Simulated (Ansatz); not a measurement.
BaMg₂FeH₈:
```
CELL_PARAMETERS angstrom
      4.53296     0.00000     0.00000
     -2.26648     3.92566     0.00000
      0.00000     0.00000     6.91063
ATOMIC_POSITIONS crystal
  Ba 0.00000 0.00000 0.50000
  Mg 0.66667 0.33333 0.88895
  Mg 0.33333 0.66667 0.11105
  Fe 0.00000 0.00000 0.00000
  H  0.31948 0.15974 0.13533
  H  0.68052 0.84026 0.86467
  H  0.84026 0.15974 0.13533
  H  0.15974 0.84026 0.86467
  H  0.84026 0.68052 0.13533
  H  0.15974 0.31948 0.86467
  H  0.66667 0.33333 0.61239
  H  0.33333 0.66667 0.38761
```

Relaxed with r²SCAN. Special points in fractions of this cell's reciprocal vectors: Γ (0.000, 0.000, 0.000); M (0.500, 0.000, 0.000); K (0.333, 0.333, 0.000); A (0.000, 0.000, 0.500); L (0.500, 0.000, 0.500); H (0.333, 0.333, 0.500).

List the band energies nearest the valence-band maximum at these points for the program Ansatz at the r²SCAN level (PAW).

In eV from the valence-band maximum; about four levels below and three above (degenerate sets whole), none deeper than 8.9 eV; points with the same levels are listed once.

| k | below | above |
|---|---|---|
| Γ | -1.27 -0.58 -0.58 -0.53 | 3.46 3.46 4.48 4.48 |
| M | -1.63 -0.69 -0.22 -0.16 | 1.92 3.78 4.16 |
| K | -2.06 -2.06 -0.31 -0.31 -0.23 | 2.51 2.51 5.49 |
| A | -1.58 -0.54 -0.54 -0.22 | 3.50 3.50 4.53 4.53 |
| L | -2.23 -0.51 -0.19 0.00 | 2.82 3.00 4.75 |
| H | -2.08 -2.08 -0.30 -0.30 -0.03 | 3.42 3.42 4.20 4.20 |

Space group P-3m1. The workflow started from a Materials Project entry (that database holds measured and hypothetical structures alike); the Crystallography Open Database copy checked does not list it. Whether it is the stable phase at ambient conditions was not checked. Symmetry was held in the r²SCAN relaxation; its stability against distortions is not shown here. The run is not spin-polarised. Spin–orbit coupling is left out wherever it is not named.

Potentials: the later of the program's two PAW sets.
